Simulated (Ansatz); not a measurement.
# Computed properties of LaTeCl

LaTeCl:
```
CELL_PARAMETERS angstrom
      4.56162     0.00000     0.00000
      0.00000     4.56162     0.00000
      0.00000     0.00000     8.31436
ATOMIC_POSITIONS crystal
  La 0.00000 0.50000 0.75874
  La 0.50000 0.00000 0.24126
  Te 0.00000 0.50000 0.36124
  Te 0.50000 0.00000 0.63876
  Cl 0.00000 0.00000 0.00000
  Cl 0.50000 0.50000 0.00000
```

Space group P4/nmm (No. 129); conventional cell a = b = 4.562 Å, c = 8.314 Å, α = β = γ = 90.00°.

Method: the program Ansatz at the r²SCAN level (PAW). The cell and atoms are relaxed at this level. Other levels are named where they apply.

Cell and energy:

```json
{
  "volume_per_atom": "28.83 Å³",
  "density": "5.80 g/cm³",
  "Formation energy from the elements (no fitted shifts)": "-2.28 eV/atom"
}
```

Electronic structure:

```json
{
  "band_gap": "0.98 eV (direct)",
  "valence_band_maximum": "at Γ",
  "conduction_band_minimum": "at Γ",
  "electron_effective_mass": "0.35, 0.35, 0.88 mₑ (principal values)",
  "hole_effective_mass": "0.32, 2.1, 2.1 mₑ (principal values)"
}
```

Mechanics:

```json
{
 "Bulk modulus (Birch–Murnaghan fit)": "59.4 GPa",
 "Pressure derivative B′": "4.3"
}
```

Charges:

```json
{
 "bader_charges": "La +1.89, Te -1.12, Cl -0.77 e"
}
```

The first step of the workflow began from a Materials Project structure, measured or hypothetical; the Crystallography Open Database copy checked does not list it. Whether it is the stable phase at ambient conditions was not checked. The r²SCAN relaxation kept the symmetry of its start; its stability against distortions is not shown here. The references are the lowest solids computed at this level, not always the standard phases (solids in place of the gases). Spin–orbit coupling is left out wherever it is not named.

Potentials: the later of the program's two PAW sets.
